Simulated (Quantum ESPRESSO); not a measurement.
## NbHfTaF2O6 (finding a planted mistake in a log)

Computed values, not a measurement. The program is pw.x of Quantum ESPRESSO 7.5 (plane-wave density functional theory). The cell is made up: 11 atoms on a rutile lattice with one site empty, with randomly drawn elements, strain and displacements, not relaxed. PseudoDojo standard norm-conserving files (v0.5 for PBE, v0.4.1 for LDA and PBEsol) set the functional; there is no spin polarisation, spin-orbit coupling or dispersion term, and the masses in the input are unused placeholders.

The hafnium pseudopotential is less sure than the others, with forces about 3 percent (worst 6) and pressure in oxides about 1.5 GPa (worst 2.7) from a second method in checks, which no rerun with the same files tests.

Intended input:

```
&control calculation='scf', pseudo_dir='./dojo.nc.sr.pbe.v0_5.standard.upf', outdir='./o', disk_io='medium', tprnfor=.true., tstress=.true. /
&system ibrav=0, nat=11, ntyp=5, nbnd=50, ecutwfc=84.00895049, nosym=.true., tot_charge=0,
 occupations='smearing', smearing='fd', degauss=0.0018374661
/
&electrons conv_thr=7.350e-09, electron_maxstep=60, /
ATOMIC_SPECIES
F 1.0 F.upf
Hf 1.0 Hf.upf
Nb 1.0 Nb.upf
O 1.0 O.upf
Ta 1.0 Ta.upf
CELL_PARAMETERS angstrom
4.9946 0.0 0.0
0.0 4.9946 0.0
0.0 0.0 6.6048
ATOMIC_POSITIONS angstrom
Nb -0.04 -0.0219 -0.0586
Hf 0.0015 0.021 3.2912
Ta 2.5717 2.4764 5.0452
F 1.4598 1.5458 -0.0911
O 3.3631 3.3784 0.0035
O 4.0052 1.0283 1.6571
F 0.9791 4.1562 1.5972
O 1.5139 1.4817 3.436
O 3.3788 3.491 3.2776
O 4.0741 1.0377 4.8962
O 0.9256 4.0686 4.9234
K_POINTS automatic
5 5 4 1 1 1
```

The log is shortened where brackets say so; the opening notice, blank lines, dates and the lines on written files are dropped, and the path of the files is cut. It prints rydbergs, bohrs and kilobars, and counts compression as positive stress. Where no state is partly filled, the Fermi energy that it prints is only some level between the filled and the empty states on the mesh, and need not lie in the true gap.

Log of the intended run:

```
     Program PWSCF v.7.5
     Parallel version (MPI & OpenMP), running on       1 processor cores
     Number of MPI processes:                 1
     Threads/MPI process:                     1
     [start-up lines left out]
     bravais-lattice index     =            0
     lattice parameter (alat)  =       9.4384  a.u.
     unit-cell volume          =    1111.8794 (a.u.)^3
     number of atoms/cell      =           11
     number of atomic types    =            5
     number of electrons       =        88.00
     number of Kohn-Sham states=           50
     kinetic-energy cutoff     =      84.0090  Ry
     charge density cutoff     =     336.0358  Ry
     scf convergence threshold =      7.3E-09
     mixing beta               =       0.7000
     number of iterations used =            8  plain     mixing
     Exchange-correlation= PBE
                           (   1   4   3   4   0   0   0)
     [axes and pseudopotential details left out]
   Cartesian axes
     site n.     atom                  positions (alat units)
         1        Nb     tau(   1) = (  -0.0080086  -0.0043847  -0.0117327  )
         2        Hf     tau(   2) = (   0.0003003   0.0042045   0.6589517  )
         3        Ta     tau(   3) = (   0.5148961   0.4958155   1.0101309  )
         4        F      tau(   4) = (   0.2922757   0.3094943  -0.0182397  )
         5        O      tau(   5) = (   0.6733472   0.6764105   0.0007008  )
         6        O      tau(   6) = (   0.8019061   0.2058824   0.3317783  )
         7        F      tau(   7) = (   0.1960317   0.8321387   0.3197854  )
         8        O      tau(   8) = (   0.3031074   0.2966604   0.6879430  )
         9        O      tau(   9) = (   0.6764906   0.6989549   0.6562287  )
        10        O      tau(  10) = (   0.8157010   0.2077644   0.9802987  )
        11        O      tau(  11) = (   0.1853201   0.8145998   0.9857446  )
     number of k points=    50  Fermi-Dirac smearing, width (Ry)=  0.0018
                       cart. coord. in units 2pi/alat
        k(    1) = (   0.1000000   0.1000000   0.0945260), wk =   0.0400000
        k(    2) = (   0.1000000   0.1000000   0.2835779), wk =   0.0400000
     [further k points left out]
     Dense  grid:   115761 G-vectors     FFT dimensions: (  60,  60,  75)
     Estimated max dynamical RAM per process >     195.25 MB
     Initial potential from superposition of free atoms
     starting charge      87.9949, renormalised to      88.0000
     Starting wfcs are   62 randomized atomic wfcs
     total cpu time spent up to now is       13.3 secs
     per-process dynamical memory:   106.4 Mb
     Self-consistent Calculation
     iteration #  1     ecut=    84.01 Ry     beta= 0.70
     Davidson diagonalization with overlap
     ethr =  1.00E-02,  avg # of iterations =  2.0
     total cpu time spent up to now is       38.4 secs
     total energy              =    -661.68708536 Ry
     estimated scf accuracy    <       6.53383717 Ry
     iteration #  2     ecut=    84.01 Ry     beta= 0.70
     Davidson diagonalization with overlap
     ethr =  7.42E-03,  avg # of iterations =  6.6
     total cpu time spent up to now is       81.2 secs
     total energy              =    -655.70678019 Ry
     estimated scf accuracy    <      83.20040716 Ry
     [iterations 3 to 18 left out]
     iteration # 19     ecut=    84.01 Ry     beta= 0.70
     Davidson diagonalization with overlap
     ethr =  1.03E-10,  avg # of iterations =  2.5
     total cpu time spent up to now is      568.5 secs
     total energy              =    -665.37585726 Ry
     estimated scf accuracy    <       0.00000003 Ry
     iteration # 20     ecut=    84.01 Ry     beta= 0.70
     Davidson diagonalization with overlap
     ethr =  3.63E-11,  avg # of iterations =  2.0
     total cpu time spent up to now is      592.6 secs
     End of self-consistent calculation
     [lines on levels left out]
     the Fermi energy is     6.4537 ev
!    total energy              =    -665.37585726 Ry
     estimated scf accuracy    <          1.6E-09 Ry
     smearing contrib. (-TS)   =      -0.00000004 Ry
     internal energy E=F+TS    =    -665.37585722 Ry
     The total energy is F=E-TS. E is the sum of the following terms:
     one-electron contribution =    -266.82419170 Ry
     hartree contribution      =     169.30284961 Ry
     xc contribution           =    -155.10796013 Ry
     ewald contribution        =    -412.74655500 Ry
     convergence has been achieved in  20 iterations
     Forces acting on atoms (cartesian axes, Ry/au):
     atom    1 type  3   force =    -0.13726870    0.00695439    0.08012800
     atom    2 type  2   force =    -0.02757759    0.03529890   -0.07342419
     atom    3 type  5   force =     0.03674021    0.06921532   -0.23854013
     atom    4 type  1   force =    -0.02591018   -0.03335309   -0.01690291
     atom    5 type  4   force =     0.06928136    0.06723851   -0.09034525
     atom    6 type  4   force =     0.10976675   -0.11728318   -0.10978952
     atom    7 type  1   force =    -0.02058169    0.00983906   -0.04653949
     atom    8 type  4   force =    -0.00571067   -0.00468849    0.12192901
     atom    9 type  4   force =     0.01375991   -0.00791582    0.17449061
     atom   10 type  4   force =    -0.01593307   -0.01123148    0.09824710
     atom   11 type  4   force =     0.00343369   -0.01407414    0.10074678
     Total force =     0.471021     Total SCF correction =     0.000110
     Computing stress (Cartesian axis) and pressure
          total   stress  (Ry/bohr**3)                   (kbar)     P=     -213.20
  -0.00119910  -0.00027060  -0.00000448         -176.39      -39.81       -0.66
  -0.00027060  -0.00120765  -0.00015386          -39.81     -177.65      -22.63
  -0.00000448  -0.00015386  -0.00194109           -0.66      -22.63     -285.54
     init_run     :     12.55s CPU     13.20s WALL (       1 calls)
     electrons    :    574.66s CPU    579.30s WALL (       1 calls)
     forces       :      5.64s CPU      5.68s WALL (       1 calls)
     stress       :     21.17s CPU     21.28s WALL (       1 calls)
     [timing details left out]
     PWSCF        :  10m14.18s CPU  10m19.77s WALL
     JOB DONE.
```

A second run was made from an input with one planted mistake. Its log:

```
     Program PWSCF v.7.5
     Parallel version (MPI & OpenMP), running on       1 processor cores
     Number of MPI processes:                 1
     Threads/MPI process:                     1
     [start-up lines left out]
     bravais-lattice index     =            0
     lattice parameter (alat)  =       9.4384  a.u.
     unit-cell volume          =    1111.8794 (a.u.)^3
     number of atoms/cell      =           11
     number of atomic types    =            5
     number of electrons       =        88.00
     number of Kohn-Sham states=           50
     kinetic-energy cutoff     =      84.0090  Ry
     charge density cutoff     =     336.0358  Ry
     scf convergence threshold =      7.3E-09
     mixing beta               =       0.7000
     number of iterations used =            8  plain     mixing
     Exchange-correlation= PBE
                           (   1   4   3   4   0   0   0)
     [axes and pseudopotential details left out]
   Cartesian axes
     site n.     atom                  positions (alat units)
         1        Nb     tau(   1) = (  -0.0080086  -0.0043847  -0.0117327  )
         2        Hf     tau(   2) = (   0.0003003   0.0042045   0.6589517  )
         3        Ta     tau(   3) = (   0.5148961   0.4958155   1.0101309  )
         4        F      tau(   4) = (   0.2922757   0.3094943  -0.0182397  )
         5        F      tau(   5) = (   0.6733472   0.6764105   0.0007008  )
         6        O      tau(   6) = (   0.8019061   0.2058824   0.3317783  )
         7        O      tau(   7) = (   0.1960317   0.8321387   0.3197854  )
         8        O      tau(   8) = (   0.3031074   0.2966604   0.6879430  )
         9        O      tau(   9) = (   0.6764906   0.6989549   0.6562287  )
        10        O      tau(  10) = (   0.8157010   0.2077644   0.9802987  )
        11        O      tau(  11) = (   0.1853201   0.8145998   0.9857446  )
     number of k points=    50  Fermi-Dirac smearing, width (Ry)=  0.0018
                       cart. coord. in units 2pi/alat
        k(    1) = (   0.1000000   0.1000000   0.0945260), wk =   0.0400000
        k(    2) = (   0.1000000   0.1000000   0.2835779), wk =   0.0400000
     [further k points left out]
     Dense  grid:   115761 G-vectors     FFT dimensions: (  60,  60,  75)
     Estimated max dynamical RAM per process >     195.25 MB
     Initial potential from superposition of free atoms
     starting charge      87.9949, renormalised to      88.0000
     Starting wfcs are   62 randomized atomic wfcs
     total cpu time spent up to now is       12.8 secs
     per-process dynamical memory:   106.4 Mb
     Self-consistent Calculation
     iteration #  1     ecut=    84.01 Ry     beta= 0.70
     Davidson diagonalization with overlap
     ethr =  1.00E-02,  avg # of iterations =  2.0
     total cpu time spent up to now is       38.9 secs
     total energy              =    -661.28904973 Ry
     estimated scf accuracy    <       6.96971907 Ry
     iteration #  2     ecut=    84.01 Ry     beta= 0.70
     Davidson diagonalization with overlap
     ethr =  7.92E-03,  avg # of iterations =  6.4
     total cpu time spent up to now is       85.1 secs
     total energy              =    -654.32706133 Ry
     estimated scf accuracy    <     104.18817287 Ry
     [iterations 3 to 19 left out]
     iteration # 20     ecut=    84.01 Ry     beta= 0.70
     Davidson diagonalization with overlap
     ethr =  4.99E-11,  avg # of iterations =  3.5
     total cpu time spent up to now is      617.3 secs
     total energy              =    -665.31758010 Ry
     estimated scf accuracy    <          7.8E-09 Ry
     iteration # 21     ecut=    84.01 Ry     beta= 0.70
     Davidson diagonalization with overlap
     ethr =  8.86E-12,  avg # of iterations =  4.5
     total cpu time spent up to now is      645.6 secs
     End of self-consistent calculation
     [lines on levels left out]
     the Fermi energy is     6.5534 ev
!    total energy              =    -665.31758010 Ry
     estimated scf accuracy    <          1.3E-09 Ry
     smearing contrib. (-TS)   =      -0.00000000 Ry
     internal energy E=F+TS    =    -665.31758010 Ry
     The total energy is F=E-TS. E is the sum of the following terms:
     one-electron contribution =    -268.71497251 Ry
     hartree contribution      =     170.25069740 Ry
     xc contribution           =    -155.10799412 Ry
     ewald contribution        =    -411.74531087 Ry
     convergence has been achieved in  21 iterations
     Forces acting on atoms (cartesian axes, Ry/au):
     atom    1 type  3   force =     0.04480222    0.01080600    0.26396899
     atom    2 type  2   force =    -0.00169073    0.00686312   -0.15616418
     atom    3 type  5   force =    -0.03134847   -0.01896148   -0.38152988
     atom    4 type  1   force =    -0.01489800   -0.01894003   -0.02550906
     atom    5 type  1   force =     0.03658248    0.04104426   -0.00928177
     atom    6 type  4   force =     0.07569674   -0.09258078   -0.11405357
     atom    7 type  4   force =    -0.09365951    0.05934878   -0.13116517
     atom    8 type  4   force =     0.02594704    0.02792221    0.15988884
     atom    9 type  4   force =     0.00111399   -0.02013883    0.19840833
     atom   10 type  4   force =    -0.05615693    0.03351950    0.09509278
     atom   11 type  4   force =     0.01361116   -0.02888275    0.10034470
     Total force =     0.628884     Total SCF correction =     0.000075
     Computing stress (Cartesian axis) and pressure
          total   stress  (Ry/bohr**3)                   (kbar)     P=     -205.08
  -0.00100264   0.00004275  -0.00002675         -147.49        6.29       -3.94
   0.00004275  -0.00093010   0.00003632            6.29     -136.82        5.34
  -0.00002675   0.00003632  -0.00224963           -3.94        5.34     -330.93
     init_run     :     12.06s CPU     12.71s WALL (       1 calls)
     electrons    :    626.62s CPU    632.85s WALL (       1 calls)
     forces       :      5.71s CPU      5.76s WALL (       1 calls)
     stress       :     21.02s CPU     21.19s WALL (       1 calls)
     [timing details left out]
     PWSCF        :  11m 5.59s CPU  11m12.89s WALL
     JOB DONE.
```

Question: what was wrong in the second input?

Answer: two atoms have their elements exchanged. The input lines that differ, file-writing options aside:

```
- O 3.3631 3.3784 0.0035
+ F 3.3631 3.3784 0.0035
- F 0.9791 4.1562 1.5972
+ O 0.9791 4.1562 1.5972
```

```
                                            intended run  run with the mistake
                          free energy (eV)     -9052.900             -9052.107
                    smearing term -TS (eV)        0.0000                0.0000
                            pressure (GPa)        -21.32                -20.51
            largest force component (eV/Å)         6.133                 9.810
largest change of a force component (eV/Å)                               4.727
                                iterations            20                    21
```

For scale, a rerun of the intended cell at 1467 eV and a 7 x 7 x 6 mesh moved values by no more than 0.004 eV in energy, 0.03 GPa in stress and 0.002 eV/Å in force.